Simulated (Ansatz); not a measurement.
Relaxed-ion elastic tensor of KZnF$_{3}$ (cubic perovskite, Pm-3m) in GPa (Voigt order), DFT-PBEsol in the program Ansatz with PAW potentials; density 4.03 g/cm³, 13.31 Å³ per atom.

```json
[
 {"": "1", "1": "135", "2": "52.1", "3": "52.1", "4": "0.0", "5": "0.0", "6": "0.0"},
 {"": "2", "1": "52.1", "2": "135", "3": "52.1", "4": "0.0", "5": "0.0", "6": "0.0"},
 {"": "3", "1": "52.1", "2": "52.1", "3": "135", "4": "0.0", "5": "0.0", "6": "0.0"},
 {"": "4", "1": "0.0", "2": "0.0", "3": "0.0", "4": "33.4", "5": "0.0", "6": "0.0"},
 {"": "5", "1": "0.0", "2": "0.0", "3": "0.0", "4": "0.0", "5": "33.4", "6": "0.0"},
 {"": "6", "1": "0.0", "2": "0.0", "3": "0.0", "4": "0.0", "5": "0.0", "6": "33.4"}
]
```

### Question
Is the crystal mechanically stable?

### Answer
Yes: the smallest eigenvalue of C is 33.4 GPa.

### Question
Work out the Voigt, Reuss and Hill averages.

### Answer
K_V = 79.9, K_R = 79.9, K_H = 79.9; G_V = 36.7, G_R = 36.3, G_H = 36.5 GPa.

### Question
Give Young's modulus, Poisson's ratio, Pugh's ratio and the universal anisotropy index.

### Answer
E = 9KG/(3K + G) = 95.0 GPa; ν = 0.30; K/G = 2.19 (ductile by the Pugh limit of 1.75); A_U = 5G_V/G_R + K_V/K_R − 6 = 0.06.

### Question
Estimate the sound speeds and the Debye temperature.

### Answer
v_l = √((K + 4G/3)/ρ) = 5650 m/s, v_t = √(G/ρ) = 3010 m/s, mean 3360 m/s; Θ = (h/k)(3n/4πV)^(1/3) v_m = 422 K.

### Question
Give the Zener ratio and Young's modulus along [100], [110] and [111].

### Answer
A = 2C44/(C11 − C12) = 0.80; 1/E = S11 − 2(S11 − S12 − S44/2)Γ with Γ = 0, 1/4, 1/3 gives 106, 91.9, 88.0 GPa.

### Question
Solve the Christoffel equation for the three sound speeds along [100], [110], [111].

### Answer
Eigenvalues of C_ijkl n_j n_l equal ρv². In km/s, slowest first: [100] 2.88, 2.88, 5.80; [110] 2.88, 3.21, 5.62; [111] 3.11, 3.11, 5.56.

Symmetry was held in the PBEsol relaxation.

Potentials: the later of the program's two PAW sets.
